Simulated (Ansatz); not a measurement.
Relaxed-ion elastic tensor of BAs (wurtzite, space group No. 186) in GPa (Voigt order), DFT-r²SCAN in the program Ansatz with PAW potentials; density 5.21 g/cm³, 13.67 Å³ per atom.

```
 345  53.6  21.2   0.0   0.0   0.0
53.6   345  21.2   0.0   0.0   0.0
21.2  21.2   388   0.0   0.0   0.0
 0.0   0.0   0.0   116   0.0   0.0
 0.0   0.0   0.0   0.0   116   0.0
 0.0   0.0   0.0   0.0   0.0   146
```

Task: Is the crystal mechanically stable?

Result: Yes: the smallest eigenvalue of C is 116 GPa.

Task: Work out the Voigt, Reuss and Hill averages.

Result: K_V = 141, K_R = 141, K_H = 141; G_V = 141, G_R = 137, G_H = 139 GPa.

Task: Give Young's modulus, Poisson's ratio, Pugh's ratio and the universal anisotropy index.

Result: E = 9KG/(3K + G) = 314 GPa; ν = 0.13; K/G = 1.01 (brittle by the Pugh limit of 1.75); A_U = 5G_V/G_R + K_V/K_R − 6 = 0.14.

Task: Estimate the sound speeds and the Debye temperature.

Result: v_l = √((K + 4G/3)/ρ) = 7920 m/s, v_t = √(G/ρ) = 5170 m/s, mean 5660 m/s; Θ = (h/k)(3n/4πV)^(1/3) v_m = 705 K.

Task: Solve the Christoffel equation for the three sound speeds along x, y, z.

Result: Eigenvalues of C_ijkl n_j n_l equal ρv² (piezoelectric stiffening left out). In km/s, slowest first: x 4.72, 5.29, 8.14; y 4.72, 5.29, 8.14; z 4.72, 4.72, 8.63.

Task: How much does each axis shrink under pressure?

Result: Linear compressibilities β_i = Σ_j S_ij (j = 1 to 3): x 2.4, y 2.4, z 2.3 per TPa.

Space group P6_3mc (wurtzite). The cell is a constructed one: a structure type filled with these elements; the Crystallography Open Database copy checked does not list it. It is not the phase usual at ambient conditions (space group No. 216). The r²SCAN relaxation kept the symmetry of its start; whether a distortion lowers the energy is not shown.

Potentials: the later of the program's two PAW sets.
